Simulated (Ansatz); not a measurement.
## Is this BeRe structure a true minimum?

The cell was found from a structure generator's guess, not taken from experiment.

The calculation used DFT PBE, scalar-relativistic, plane waves, PAW in Ansatz 0.2.0. Settings: cutoff 420 eV, Γ-centred mesh 20×20×20 on the computed 2-atom cell, Gaussian smearing of 0.10 eV; no spin polarisation.

The cell below (2 atoms, space group Pm-3m (No. 221)) is relaxed within its symmetry.

```yaml
crystal:
  lattice:
    - [2.83246, 0.00000, 0.00000]
    - [0.00000, 2.83246, 0.00000]
    - [0.00000, 0.00000, 2.83246]
  atoms:
    - { symbol: Be, position: [0.50000, 0.50000, 0.50000] }
    - { symbol: Re, position: [0.00000, 0.00000, 0.00000] }
```

For the test a repeat of it with 4 atoms (edges 2.83, 2.83, 5.66 Å) was strained at random (σ = 1.5 % a component), the atoms were moved at random (σ = 0.15 Å), and all was relaxed again on a coarse 8×8×4 mesh (in the run’s order of axes) with 0.20 eV smearing, with no symmetry imposed.

Spin–orbit coupling, which can matter for Re, is left out.

Task: Is the structure stable against such a distortion?

Result: It doesn't return. The energy falls by 20 meV/atom on that mesh, the volume changes by 1.3 %, and the end has space group P4/mmm (No. 123) at a loose tolerance. Relaxed again on an 18×18×22 mesh with 0.10 eV smearing, the new structure lies 23 meV/atom below the first (mesh in the axes of the run's cell; the cell below is made exact in the group named). Space group P4/mmm (No. 123), tetragonal, a = 2.989 Å, c = 2.580 Å. Around Be lie 8 Re at 2.48 Å, 2 Be at 2.58 Å and 4 Be at 2.99 Å; Re is surrounded by 8 Be at 2.48 Å, 2 Re at 2.58 Å and 4 Re at 2.99 Å.

```yaml
crystal:
  lattice:
    - [2.98863, 0.00000, 0.00000]
    - [0.00000, 2.98863, 0.00000]
    - [0.00000, 0.00000, 2.57964]
  atoms:
    - { symbol: Be, position: [0.50000, 0.50000, 0.50000] }
    - { symbol: Re, position: [0.00000, 0.00000, 0.00000] }
```
